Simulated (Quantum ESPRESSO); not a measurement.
# Strain and stress in AsSiF3O3

Calculated results; nothing here was measured. They come from pw.x of Quantum ESPRESSO 7.5, a plane-wave density functional program, with PseudoDojo standard norm-conserving files (v0.5 for PBE, v0.4.1 for LDA and PBEsol). The cells are made up: elements, strain and atom displacements were drawn at random, and nothing was relaxed. There is no spin polarisation, spin-orbit coupling or dispersion term.

The cell has 9 sites of a quartz lattice. Sites 1 to 3 hold As empty Si; sites 4 to 9 hold F F O F O O. Cell vectors in Å: (4.900, -0.080, 0.038); (-2.520, 4.331, -0.066); (0.042, -0.060, 5.415). Settings: PBE, cutoff 1143 eV, 5 x 5 x 4 k mesh shifted by half a step, Fermi-Dirac smearing of 0.025 eV.

Each run adds a shear xy (given as the tensor component) to one cell, with the atoms carried along; the vectors above are those of run 4. Stress is positive in tension and P is minus a third of its trace. E is the free energy for each atom above the lowest run shown. The last column is band 30 less band 29 at Gamma, from a band step after each run.

```
run,strain (%),s_xx (GPa),s_yy (GPa),s_zz (GPa),s_xy (GPa),P (GPa),E (meV/atom),level step at Gamma (eV)
1,-1.72,-9.50,-24.19,-14.03,-4.81,15.91,7.07,0.972
2,-1.47,-9.22,-24.08,-13.94,-4.24,15.75,5.08,0.980
4,-0.79,-8.50,-23.78,-13.71,-2.67,15.33,0.49,0.998
5,1.39,-6.42,-23.28,-13.32,2.26,14.34,0.00,1.044
6,1.90,-5.98,-23.25,-13.29,3.39,14.17,2.71,1.051
7,2.26,-5.69,-23.25,-13.30,4.19,14.08,5.40,1.055
3,-1.15,?,?,?,?,?,?,?
```

A rerun of one of these cells at 1437 eV and k mesh 7 x 7 x 6 moved values by no more than 0.004 eV in the cell's energy, 0.02 GPa in stress and 0.003 eV/Å in force.

## Worked fit

A parabola through the six runs shown gives s_xy = -0.87 + 2.27 e - 0.014 e² GPa, with e in per cent and a scatter of 0.01 GPa. The slope is a stiffness of 227 ± 1 GPa for each unit of this strain at e = 0, twice a shear constant under the stress shown, since the tensor component is half the shear angle. The atoms are clamped, and relaxing them would in general lower it. The error is the larger of the fit's own and the change that a cubic makes, rounded up.

## Withheld run

Question: what s_xy should run 3 give?

The fit gives -3.50 GPa. The calculation gave -3.49 GPa.

```
run  strain (%)  s_xx (GPa)  s_yy (GPa)  s_zz (GPa)  s_xy (GPa)  P (GPa)  E (meV/atom)  level step at Gamma (eV)
  3       -1.15       -8.88      -23.92      -13.83       -3.49    15.54          2.70                     0.988
```